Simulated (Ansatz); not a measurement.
MgS: XPS core lines

Cell: a COD entry, its atoms then relaxed with PBE in this cell, repeated to a supercell; a hole's nearest image is 7.4 Å away.

Space group Fm-3m (No. 225); a = 5.2033 Å.

```csv
site,Wyckoff,site symmetry,x,y,z
Mg1,4a,m-3m,0.0000,0.0000,0.0000
S9,4b,m-3m,0.5000,0.5000,0.5000
```

One atom of each set is listed; the run and its k-mesh use a cell of 16 atoms with edges of 7.36, 7.36, 7.36 Å.

All values are calculated (Ansatz; DFT, PBE, plane waves and PAW, scalar-relativistic, 420 eV cutoff, Γ-centred 3×3×3 k-points, fixed occupations), not measured.

Each value is a total-energy difference between the cell with one core hole and the ground state (ΔSCF), counted from the top of the valence band. The cell with the hole is spin-polarised, as the shell with the hole is left with one unpaired spin. The periodic images are corrected with the calculated ε∞ = 5.40.

Task: Give the Mg 1s, S 2p lines of each distinct site.

Result: 

```
 line  atom     first shell  E_B (eV)  j = l + ½ / j = l − ½ (eV)
Mg 1s     1   6 S at 2.60 Å    1301.4                           –
 S 2p     9  6 Mg at 2.60 Å     160.6               160.2 / 161.4
```

For p, d and f shells E_B is the weighted mean of the two lines, whose splitting comes from the free atom's Dirac orbitals.

The program doubts some values: the cell is too small to check the potential alignment. Absolute PBE values can be off by an eV or more. Multiplets, satellites and widths aren't calculated.
